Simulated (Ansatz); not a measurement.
SrCl₂:
```yaml
crystal:
  lattice:
    - [0.00000, 3.40017, 3.40017]
    - [3.40017, 0.00000, 3.40017]
    - [3.40017, 3.40017, 0.00000]
  atoms:
    - { symbol: Sr, position: [0.00000, 0.00000, 0.00000] }
    - { symbol: Cl, position: [0.25000, 0.25000, 0.25000] }
    - { symbol: Cl, position: [0.75000, 0.75000, 0.75000] }
```

Relaxed with LDA. Special points in fractions of this cell's reciprocal vectors: Γ (0.000, 0.000, 0.000); X (0.500, 0.000, 0.500); U (0.625, 0.250, 0.625); K (0.375, 0.375, 0.750); L (0.500, 0.500, 0.500); W (0.500, 0.250, 0.750).

Question: List the band energies nearest the valence-band maximum at these points for LDA in the plane-wave PAW code Ansatz.

Answer: In eV from the valence-band maximum; about four levels below and three above (degenerate sets whole), none deeper than 8.9 eV; points with the same levels are listed once.

| k | below | above |
|---|---|---|
| Γ | -2.47 -2.47 -2.47 -0.38 -0.38 -0.38 | 5.17 5.78 5.78 |
| X | -2.10 -2.10 -0.48 -0.48 0.00 | 5.10 7.03 7.56 |
| U | -1.94 -0.85 -0.61 -0.13 | 5.61 7.09 7.23 |
| L | -1.70 -1.52 -1.18 -1.18 | 6.51 6.51 7.51 |
| W | -1.38 -1.38 -0.38 -0.12 | 5.92 6.83 7.19 7.19 |

Space group Fm-3m (fluorite). Symmetry was held in the LDA relaxation; phonons on a q-mesh show no instability. Scalar-relativistic: spin–orbit coupling is off unless named, which matters more the heavier the elements.

Potentials: the later of the program's two PAW sets.
